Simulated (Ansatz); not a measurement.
## Does this entry for PH6NO3 lie near equilibrium?

The cell is a computed structure from the Materials Project (it need not be an observed phase).

Space group P2_1/c (No. 14); a = 6.3121, b = 8.2897, c = 8.9531 Å, β = 119.00°.

| site | Wyckoff | site symmetry | x | y | z |
| --- | --- | --- | --- | --- | --- |
| H1 | 4e | 1 | 0.8702 | 0.4551 | 0.6144 |
| H5 | 4e | 1 | 0.8315 | 0.7777 | 0.4618 |
| H9 | 4e | 1 | 0.3592 | 0.7696 | 0.6807 |
| H13 | 4e | 1 | 0.3491 | 0.8525 | 0.5014 |
| H17 | 4e | 1 | 0.2903 | 0.9659 | 0.6353 |
| H21 | 4e | 1 | 0.5759 | 0.9036 | 0.6952 |
| P | 4e | 1 | 0.9417 | 0.6094 | 0.6895 |
| N | 4e | 1 | 0.3961 | 0.8720 | 0.6284 |
| O33 | 4e | 1 | 0.7744 | 0.7316 | 0.5416 |
| O37 | 4e | 1 | 0.8633 | 0.6212 | 0.8256 |
| O41 | 4e | 1 | 0.2111 | 0.6300 | 0.7511 |

One atom of each set is listed.

All values are calculated (Ansatz; DFT, PBE, plane waves and PAW, scalar-relativistic, 420 eV cutoff, Γ-centred 4×3×3 k-points, Fermi–Dirac smearing 0.02 eV), not measured.

Problem. Do the atoms and the cell lie near the calculated equilibrium?

Solution. Nearly. The largest force is 0.17 eV/Å, on atom 33 (O: 1 H at 1.02 Å, 1 P at 1.59 Å, angle 120°), and the pressure is 0.5 GPa. Relaxing the atoms is still advisable, since electric field gradients respond to shifts of a few hundredths of an ångström.
